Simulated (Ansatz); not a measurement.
## AuCu3-type BaIr₃

The computed numbers are results of PBE, scalar-relativistic (no spin polarisation) in the plane-wave PAW code Ansatz at 420 eV, Γ-centred 8×8×8 mesh, 0.05 eV Gaussian smearing; PAW files: Ansatz's generated set soft_2.

```cif
data_structure
_symmetry_space_group_name_H-M 'P 1'
_symmetry_Int_Tables_number 1
_cell_length_a 4.2211
_cell_length_b 4.2211
_cell_length_c 4.2211
_cell_angle_alpha 90.000
_cell_angle_beta 90.000
_cell_angle_gamma 90.000
_cell_volume 75.21
loop_
_atom_site_label
_atom_site_type_symbol
_atom_site_fract_x
_atom_site_fract_y
_atom_site_fract_z
_atom_site_occupancy
Ba1 Ba 0.00000 0.00000 0.00000 1
Ir1 Ir 0.00000 0.50000 0.50000 1
Ir2 Ir 0.50000 0.50000 0.00000 1
Ir3 Ir 0.50000 0.00000 0.50000 1
```

This is a trial structure made by placing the elements on a prototype's sites, so it needn't be the stable form.

Cell and atoms are those of this level's equilibrium.

| Quantity | Value |
| --- | --- |
| Space group | Pm-3m (No. 221) |
| Volume | 18.80 Å³/atom |
| Bader charges | Ba 1.02; Ir -0.34 e |
| Formation energy from the elements (0 K, uncorrected) | 0.82 eV/atom (unstable against the elements) |
| Bulk modulus (Birch–Murnaghan) | 134 GPa |
| Pressure derivative B0′ | 4.8 |

(1) Fill in the band gap (PBE).

Answer:

(1) zero (metallic).

With 61 valence electrons in the calculation's cell and no magnetic order, the bands, two electrons each, can't all be full or empty: band theory demands a metal. (Only strong correlation, outside this picture, could make a Mott insulator of it.)

These numbers lack spin–orbit coupling.
